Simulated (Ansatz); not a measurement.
AgI:
```
CELL_PARAMETERS angstrom
      0.00000     3.17405     3.17405
      3.17405     0.00000     3.17405
      3.17405     3.17405     0.00000
ATOMIC_POSITIONS crystal
  Ag 0.00000 0.00000 0.00000
  I  0.25000 0.25000 0.25000
```

Relaxed with LDA. Special points in fractions of this cell's reciprocal vectors: Γ (0.000, 0.000, 0.000); X (0.500, 0.000, 0.500); U (0.625, 0.250, 0.625); K (0.375, 0.375, 0.750); L (0.500, 0.500, 0.500); W (0.500, 0.250, 0.750).

Question: List the band energies nearest the valence-band maximum at these points for LDA (plane waves, PAW; program Ansatz).

Answer: In eV from the valence-band maximum; about four levels below and three above (degenerate sets whole), none deeper than 8.9 eV; points with the same levels are listed once.

```
k                          below                above
-  -----------------------------  -------------------
Γ     -3.42 -3.42 0.00 0.00 0.00  1.06 5.54 5.54 5.54
X        -3.30 -2.92 -2.05 -2.05       3.23 3.67 8.49
U        -3.39 -3.10 -2.30 -1.63       3.69 4.90 7.55
L  -3.39 -3.39 -3.26 -0.83 -0.83       2.51 6.06 6.06
W        -3.18 -3.05 -2.50 -1.87       4.81 4.99 6.22
```

Space group F-43m (zinc blende). Symmetry was held in the LDA relaxation. The run is not spin-polarised. Spin–orbit coupling is left out wherever it is not named.

Potentials: the earlier of the program's two PAW sets. The files were generated under PBE; for other functionals the program regenerates the frozen cores, and for LDA and PBEsol the local potential too.
